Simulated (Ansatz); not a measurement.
Consider the following.

TiNi:
```
CELL_PARAMETERS angstrom
      2.88132     0.00000     0.00000
      0.00000     3.96978     0.00000
     -1.41153     0.00000     4.64578
ATOMIC_POSITIONS crystal
  Ti 0.64130 0.75000 0.78616
  Ti 0.35870 0.25000 0.21384
  Ni 0.91648 0.75000 0.33022
  Ni 0.08352 0.25000 0.66978
```

This is the PBEsol-relaxed structure.

### Question
All from the program Ansatz at the PBEsol level (PAW), unless another level is named. Predict the formation energy from the elements (no fitted shifts).

### Answer
-0.41 eV/atom.

### Question
Predict the density of states at the Fermi level.

### Answer
0.43 states/eV per atom (mean over ±0.08 eV).

Space group P2_1/m. The first step of the workflow began from a Materials Project structure, measured or hypothetical; the Crystallography Open Database files this formula in space group No. 11, but the cells were not matched. Whether it is the stable phase at ambient conditions was not checked. Symmetry was held in the PBEsol relaxation; of distortions, only those at the zone centre were tested. The run is not spin-polarised. The references are the lowest solids computed at this level, not always the standard phases.

Potentials: the later of the program's two PAW sets.
